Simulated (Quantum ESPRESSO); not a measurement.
```xyz
5
Lattice="3.8990 0.0000 0.0000 0.0000 3.8990 0.0000 0.0000 0.0000 3.8990" Properties=species:S:1:pos:R:3 pbc="T T T"
Sr     1.9495     1.9495     1.9495
Ti     0.0000     0.0000     0.0000
O      1.9495     0.0000     0.0000
O      0.0000     1.9495     0.0000
O      0.0000     0.0000     1.9495
```
The cell was made here from an entry of the Crystallography Open Database (unchecked): atoms relaxed with PBE in the measured cell (PBE without dispersion, pw.x of a modified build of Quantum ESPRESSO, symmetry kept).  Stability against distortions was not tested. The run has no spin polarisation.

A lattice sum over point charges, one formal value an element (Sr +2, Ti +4, O -2), with no Sternheimer factor, costs far less than a self-consistent run. Taken along the main axis of each site's self-consistent tensor, it gives:

| site | V along that axis, point charges (a.u.) |
|---|---|
| O (atoms 3, 4, 5) | 0.214 |

Question: How do the values of a PBE PAW density (pw.x of Quantum ESPRESSO, JTH datasets) with the all-electron reconstruction of Petrilli and co-workers compare?

Answer: 
| site | Vzz, PAW (a.u.) | PAW over point charges |
|---|---|---|
| O | 0.111 | 0.5 |
  Cores are frozen. Against all-electron runs on small test molecules, this scheme's |Vzz| missed by −2 to +6 % on O.
